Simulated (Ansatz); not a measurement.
ZnS:
```xyz
4
Lattice="3.6245 0.0000 0.0000 -1.8123 3.1389 0.0000 0.0000 0.0000 5.9147" Properties=species:S:1:pos:R:3 pbc="T T T"
Zn     0.0000     0.0000     0.0000
Zn     0.0000     0.0000     2.9573
S      0.0000     2.0926     1.4787
S      1.8123     1.0463     4.4360
```

This is the PBE-relaxed structure.

### Question
All from PBE in the plane-wave PAW code Ansatz, unless another level is named. Give the band gap.

### Answer
0.40 eV (indirect).

### Question
Give the hole effective mass.

### Answer
0.20, 1.1, 3.7 mₑ (principal values).

### Question
And the valence-band maximum?

### Answer
on the Γ–M line, 38 % of the way from Γ.

### Question
Give the weight of the conduction-edge state by species (Voronoi cells).

### Answer
Zn 78 %, S 22 %.

### Question
Give the weight of the valence-edge state by species (Voronoi cells).

### Answer
S 84 %, Zn 16 %.

### Question
Give the conduction-band minimum.

### Answer
at K (2 equivalent valleys).

Space group P6_3/mmc (NiAs type). The start of the workflow was typed in or built on a structure type; neither database checked (COD, Materials Project) lists it. It is not the phase usual at ambient conditions (space group No. 186, 216). The PBE relaxation kept the symmetry of its start; its stability against distortions is not shown here.

Potentials: the later of the program's two PAW sets.
